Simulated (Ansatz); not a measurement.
# All-electron DFT: B2O

System: B2O placed on the sites of a cell of bent three-atom units (a generated, not necessarily known, phase), then sheared and rattled.

Level of theory: PBE (LAPW, all electrons, scalar relativity, no spin–orbit coupling, point nuclei; Ansatz). Occupations are Fermi–Dirac at 0.15 eV on a coarse k-mesh, 2×2×2 (half-step shift); the results hold for that mesh. In metals such a mesh can move stress, forces and moments by their own size. The run is spin-unpolarised. Loosely bonded atoms or small units may carry spin, which this run forbids. Labels count atoms in the order given.

```xyz
3
Lattice="3.4326 0.0244 -0.0293 0.0244 3.5060 -0.0861 -0.0293 -0.0861 3.5262" Properties=species:S:1:pos:R:3 pbc="T T T"
O     3.1777    2.3437    2.9405
B     3.9005    3.0539    3.6848
B     3.8824    1.6530    2.2054
```

Forces (eV/Å): O1 (-5.330, 0.800, 0.868); B2 (2.276, 2.864, 3.374); B3 (3.054, -3.665, -4.242).

Stress (GPa; xx, yy, zz, yz, xz, xy; compression positive): 18.07, 21.62, 23.37, 26.77, -2.24, -1.98.

The all-electron E − TS, for this scheme is -3394.877 eV and the pressure is 21.02 GPa. The largest force is 6.384 eV/Å.

Q: Switch to r2SCAN by all-electron PAW datasets generated for the cell without frozen cores, scalar-relativistic, point nucleus, all else held.

A: Relative to PBE, the pressure falls by 0.62 GPa to 20.40 GPa, and the forces move by 0.392 eV/Å (r.m.s. over the atoms).

Forces (eV/Å): O1 (-4.933, 0.808, 0.869); B2 (2.084, 2.635, 3.125); B3 (2.849, -3.443, -3.994).

Q: Now LDA (PW92) by all-electron full-potential LAPW, scalar-relativistic, point nucleus at the same geometry. How do the results move?

A: Compared with PBE, the pressure decreases by 5.42 GPa to 15.60 GPa, and the forces move by 0.558 eV/Å (r.m.s. over the atoms).

Forces (eV/Å): O1 (-4.683, 0.782, 0.850); B2 (1.955, 2.598, 3.105); B3 (2.729, -3.380, -3.955).
